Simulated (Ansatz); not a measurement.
SnO (litharge type, space group P4/nmm)

```
CELL_PARAMETERS angstrom
      3.77006     0.00000     0.00000
      0.00000     3.77006     0.00000
      0.00000     0.00000     4.55986
ATOMIC_POSITIONS crystal
  Sn 0.50000 0.00000 0.25348
  Sn 0.00000 0.50000 0.74652
  O  0.00000 0.00000 0.00000
  O  0.50000 0.50000 0.00000
```

The slice is a (010) plane (indices of the conventional cell) through the point (0.500, 0.500, 0.000) (fractional), spanned by u = [100] and v = [001] in vectors of this cell: u (3.77 Å) and v (4.56 Å, at 90° to u). It covers one period; positions are fractions (u, v).

All values below come from PBEsol-D3(BJ) (plane waves to 420 eV, PAW, scalar-relativistic; Ansatz, a quantum-chemistry and plane-wave program). k mesh 12×12×10. These are valence fields of a PAW run, semicore shells included where kept as valence: close to a nucleus they are smooth pseudo fields. SnO was relaxed with its symmetry unable to fall.

Three fields on this plane, each scaled to ten steps between its own extremes (0 low, 9 high; the total valence density on a logarithmic scale, the potential cut 8 eV below its top; x marks points blanked near nuclei; v = 0 in the bottom row):

Map A
```
|xxxxxxx3100000000013xxxxxx|
|xxxxxx200000xxx000002xxxxx|
|xxxxxx0000xxxxxxx0000xxxxx|
|xxxxx2000xxxxxxxxx0002xxxx|
|xxxx3100xxxxxxxxxxx0013xxx|
|xx653000xxxxxxxxxxx000356x|
|7776300xxxxxxxxxxxxx003677|
|8876300xxxxxxxxxxxxx003678|
|8876300xxxxxxxxxxxxx003678|
|88763000xxxxxxxxxxx0003678|
|88764100xxxxxxxxxxx0014678|
|988752000xxxxxxxxx00025788|
|8887641000xxxxxxx000146788|
|99887531000xxxxx0001357889|
|99887654100000000014567889|
|99988776431000001346778899|
|99998887655433345567888999|
|99999888877666667788889999|
|88999998888888888888999998|
|99899999999999999999999989|
|88899999999999999999999988|
|88899999999999999999999988|
|88899999999999999999999988|
|88899999999999999999999988|
|77889999999999999999999887|
|xx77899999999999999999877x|
|xxxx7899999988899999987xxx|
|xxxxx78998888788889987xxxx|
|xxxxxx788877666778887xxxxx|
|xxxxxx777655444556777xxxxx|
|xxxxxxx6653211123566xxxxxx|
|xxxxxxx5420000000245xxxxxx|
```

Map B
```
|xxxxxxx7767777777677xxxxxx|
|xxxxxx987789xxx987789xxxxx|
|xxxxxx8889xxxxxxx9888xxxxx|
|xxxxx9889xxxxxxxxx9889xxxx|
|xxxx8889xxxxxxxxxxx9888xxx|
|xx887789xxxxxxxxxxx987788x|
|7776778xxxxxxxxxxxxx877677|
|5555678xxxxxxxxxxxxx876555|
|4445568xxxxxxxxxxxxx865544|
|33345679xxxxxxxxxxx9765433|
|22345679xxxxxxxxxxx9765432|
|223345789xxxxxxxxx98754332|
|2223456789xxxxxxx987654322|
|12233456789xxxxx9876543322|
|11223456678899988766543221|
|11223345567777777655433221|
|11222334555666665554332221|
|11222233444555554443322221|
|22222223334444444333222222|
|22222222223333333222222222|
|22222222222222222222222222|
|33322221111111111111222233|
|44433221110000000111223344|
|55544322100000000012234455|
|77665432110000000112345667|
|xx87654321000000012345678x|
|xxxx8654321000001234568xxx|
|xxxxx86532211111223568xxxx|
|xxxxxx754322222223457xxxxx|
|xxxxxx865433333334568xxxxx|
|xxxxxxx7654444444567xxxxxx|
|xxxxxxx7655555555567xxxxxx|
```

Map C
```
|xxxxxxx5211222221125xxxxxx|
|xxxxxx732223xxx322237xxxxx|
|xxxxxx5222xxxxxxx2225xxxxx|
|xxxxx6322xxxxxxxxx2236xxxx|
|xxxx7422xxxxxxxxxxx2247xxx|
|xx874322xxxxxxxxxxx223478x|
|6654322xxxxxxxxxxxxx223456|
|3332223xxxxxxxxxxxxx322233|
|1111223xxxxxxxxxxxxx322111|
|11112344xxxxxxxxxxx4432111|
|00123445xxxxxxxxxxx5443210|
|001234555xxxxxxxxx55543210|
|0012455555xxxxxxx555554210|
|00123566666xxxxx6666653210|
|00113567766666666677653110|
|00012467887777777887642100|
|00011356889888889886531100|
|00001235789999999875321000|
|00000123468999998643210000|
|00000011245677765421100000|
|00000000112344432110000000|
|10000000001111111000000000|
|11110000000000000000000111|
|33321100000000000000011233|
|66653210000000000000123566|
|xx87642100000000000124678x|
|xxxx8642100000000012468xxx|
|xxxxx86410000000001468xxxx|
|xxxxxx752100000001257xxxxx|
|xxxxxx853100000001358xxxxx|
|xxxxxxx6311111111136xxxxxx|
|xxxxxxx6311111111136xxxxxx|
```

Task: Assign the maps to these fields: electron localisation function (ELF); valence electron density; electrostatic potential energy of an electron, from the cell's mean.

Result: A is the electrostatic potential energy of an electron, from the cell's mean; B is the valence electron density; C is the electron localisation function (ELF).
